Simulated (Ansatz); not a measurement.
W (bcc (W type)), relaxed with LDA (Ansatz, an electronic-structure program, plane waves, PAW): a = 3.136 Å, b = 3.136 Å, c = 3.136 Å, α = 90.00°, β = 90.00°, γ = 90.00°.

```
Property              Value
--------------------  -----
B₀ by P(V) fit (GPa)    335
K_Hill (GPa)            335
G_Hill (GPa)            159
Θ_D (K)                 378
```

### Question
The same phase is relaxed and computed with PBEsol in the same code. What are the cell and these values now?

### Answer
a = b = c = 3.155 Å, α = β = γ = 90.00°.

* **B₀ by P(V) fit (GPa)**: 324
* **K_Hill (GPa)**: 323
* **G_Hill (GPa)**: 157
* **Θ_D (K)**: 377

All cells were relaxed under the symmetry of their starts (and spin orders); stability against distortions was not tested throughout. Rows with no word on spin ran without spin polarisation. Scalar-relativistic: spin–orbit coupling is off unless named, which matters more the heavier the elements.

Potentials: the earlier of the program's two PAW sets.

Ansatz is a plane-wave DFT program.
